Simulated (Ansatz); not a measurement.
Given:

LiCl:
```cif
data_Cl4Li4
_chemical_formula_sum 'Li4 Cl4'
_space_group_name_H-M_alt 'Fm-3m'
_space_group_IT_number 225
_space_group_name_Hall '-F 4 2 3'
_cell_length_a 5.06416
_cell_length_b 5.06416
_cell_length_c 5.06416
_cell_angle_alpha 90.000
_cell_angle_beta 90.000
_cell_angle_gamma 90.000
loop_
_atom_site_label
_atom_site_type_symbol
_atom_site_symmetry_multiplicity
_atom_site_Wyckoff_symbol
_atom_site_fract_x
_atom_site_fract_y
_atom_site_fract_z
_atom_site_occupancy
Li1 Li 4 a 0.00000 0.00000 0.00000 1
Cl1 Cl 4 b 0.50000 0.50000 0.50000 1
```
(The calculation used a cell of 2 atoms; values per cell refer to that cell.)

This is the PBEsol-relaxed structure.

Q: All from PBEsol in the plane-wave PAW code Ansatz, unless another level is named. Predict the Young's modulus.

A: 57.9 GPa.

Q: Predict the elastic constants (relaxed ions, GPa).

A: C11 = 63.3, C12 = 21.0, C44 = 25.5.

The PBEsol relaxation kept the symmetry of its start.

Potentials: the later of the program's two PAW sets.
